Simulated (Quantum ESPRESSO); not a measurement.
## Band energies of MgV2O6

```
CELL_PARAMETERS angstrom
      4.88366    -1.76765     0.00000
      4.88366     1.76765     0.00000
     -1.95853     0.00000     6.77819
ATOMIC_POSITIONS crystal
  O  0.28694 0.28694 0.91739
  O  0.71306 0.71306 0.08261
  O  0.07618 0.07618 0.25956
  O  0.92382 0.92382 0.74044
  O  0.63313 0.63313 0.62314
  O  0.36687 0.36687 0.37686
  Mg 0.00000 0.00000 0.50000
  V  0.77866 0.77866 0.82339
  V  0.22134 0.22134 0.17661
```

LDA (Quantum ESPRESSO, PseudoDojo norm-conserving, 84 Ry, no spin-orbit coupling); path ΓYFLI,I1ZF1,YX1,XΓN,MΓ; energies in eV from the valence-band maximum.

```
k (1/Å)  point  band 32  band 33  band 34  band 35  band 36  band 37  band 38  band 39
-------  -----  -------  -------  -------  -------  -------  -------  -------  -------
0.00         Γ    -1.04    -1.04    -0.93    -0.63    -0.08     2.75     2.97     3.55
0.59              -1.16    -1.06    -1.03    -0.52    -0.08     2.84     3.01     3.34
0.98         Y    -1.28    -1.13    -0.92    -0.47    -0.13     2.88     3.06     3.54
1.40         F    -1.16    -1.01    -0.95    -0.60    -0.10     2.82     3.00     3.44
2.21         L    -1.24    -1.22    -0.95    -0.51    -0.15     2.93     3.02     3.31
3.02         I    -0.99    -0.81    -0.58    -0.37    -0.32     2.51     2.67     3.26
3.02        I1    -0.99    -0.81    -0.58    -0.37    -0.32     2.51     2.67     3.26
3.60              -1.48    -1.05    -0.47    -0.19    -0.10     2.80     3.09     3.26
3.99         Z    -1.15    -1.11    -0.91    -0.59     0.00     2.73     2.97     3.36
4.37              -1.17    -1.06    -1.03    -0.52    -0.08     2.84     3.02     3.35
4.95        F1    -1.16    -1.01    -0.95    -0.60    -0.10     2.82     3.00     3.44
4.95         Y    -1.28    -1.13    -0.92    -0.47    -0.13     2.88     3.06     3.54
5.57        X1    -0.86    -0.60    -0.49    -0.29    -0.16     2.60     2.63     3.24
5.57         X    -0.86    -0.60    -0.49    -0.29    -0.16     2.60     2.63     3.24
6.23              -1.53    -0.53    -0.46    -0.35    -0.14     2.85     3.00     3.19
6.73         Γ    -1.04    -1.04    -0.93    -0.63    -0.08     2.75     2.97     3.55
6.90              -1.13    -0.91    -0.84    -0.55    -0.09     2.79     2.98     3.53
7.58              -1.07    -0.92    -0.54    -0.38    -0.09     2.54     2.69     3.17
7.74         N    -1.15    -0.91    -0.61    -0.41    -0.11     2.54     2.64     3.22
7.74         M    -1.04    -0.79    -0.56    -0.24    -0.08     2.50     2.58     3.26
8.06              -1.47    -0.54    -0.44    -0.30    -0.10     2.69     2.78     3.17
8.69         Γ    -1.04    -1.04    -0.93    -0.63    -0.08     2.75     2.97     3.55
```

The LDA gap is indirect, 2.50 eV, from Z to M; the smallest direct gap is 2.57 eV. Another conduction extremum on the path lies within 0.02 eV, too close to call.

The 3d shell has no Hubbard U; the runs are without spin polarisation, and magnetic order was not tried.

Geometry of the Materials Project entry, not relaxed at this level.
